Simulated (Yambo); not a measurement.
AlBO3 (space group R-3c, No. 167), G0W0@PBEsol in Yambo (4×4×4 mesh, plasmon pole; 7 Ry block, no terminator). The number N of bands in W and G is varied.

| N | x = 1/N | gap Γ → (0.25, 0.25, 0.25) (eV) | shift of the valence edge (eV) |
|---|---|---|---|
| 53 | 0.01887 | 8.653 | -0.735 |
| 73 | 0.01370 | 8.379 | -0.780 |
| 99 | 0.01010 | 8.302 | -0.927 |
| 125 | 0.00800 | ? | ? |

Problem. Basis-set arguments suggest E = E∞ + A x. Fix A and E∞ from the two rows above the withheld one, predict the row at 125 bands, and test the form.

Solution. Gap: A = (8.302 − (8.379))/(0.01010 − 0.01370) = 21.4, E∞ = 8.086 eV, so 8.257 eV is predicted; the run gave 8.264 eV (miss 7 meV). The first two rows have slope 53.0, so the form doesn't hold yet over the whole range. Shift: A = (-0.927 − (-0.780))/(0.01010 − 0.01370) = 40.8, E∞ = -1.339 eV, so -1.013 eV is predicted; the run gave -1.021 eV (miss 8 meV). The first two rows have slope 8.70, so the form doesn't hold yet over the whole range. The other settings are held fixed.

Geometry of the Materials Project entry, not relaxed at this level; primitive cell a = b = c = 5.3144 Å, α = β = γ = 50.16°.

A shift is the quasiparticle energy of the state minus its PBEsol energy.
